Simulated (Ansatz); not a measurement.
Starting cell, Sc (hcp, Mg type):

```yaml
crystal:
  lattice:
    - [3.31949, 0.00000, 0.00000]
    - [-1.65974, 2.87476, 0.00000]
    - [0.00000, 0.00000, 5.16639]
  atoms:
    - { symbol: Sc, position: [0.33333, 0.66667, 0.75000] }
    - { symbol: Sc, position: [0.66667, 0.33333, 0.25000] }
```

Scan: atom 1 (Sc, nearest neighbour Sc at 3.217 Å; its periodic images, 3.3 Å or more away, move with it) is displaced along Cartesian x, direction (1.000, 0.000, 0.000) in Cartesian axes, by s. The other atoms stay.

Calculation: PBE (plane waves to 420 eV, PAW, scalar-relativistic; Ansatz, a program for electronic structure). k mesh 13×13×7 (Γ-centred), Fermi-Dirac smearing 0.05 eV. The energy includes the smearing's −TS. With partly filled bands, energies and forces of such displacements shift with the k mesh and the smearing. Sc is run without spin polarisation. Sc was relaxed with its symmetry unable to fall. The PAW data are Ansatz's earlier set. The zero of ΔE is the undisplaced structure. The last digit holds for this mesh only.

```csv
s (Å),ΔE (meV/cell)
-0.640,265.4
-0.512,180.5
-0.384,105.1
-0.256,47.5
-0.128,12.0
0.000,0.0
0.128,12.0
0.256,47.5
0.384,105.1
0.512,180.5
0.640,265.4
```

Task: What force constant k = d²E/ds² at s = 0 does the table give?

Result: 1.5 eV/Å². It is the second difference of the nearest points, corrected with the next pair.

Task: With k = 1.47 eV/Å² from the forces, is the well harmonic out to s = 0.640 Å?

Result: ½ks² = 301 meV/cell against the computed 265 meV/cell, so the well is softer than harmonic there.

(For displaced atoms, the force is minus the slope of the energy, and its curvature is a force constant, which sets phonon frequencies.)
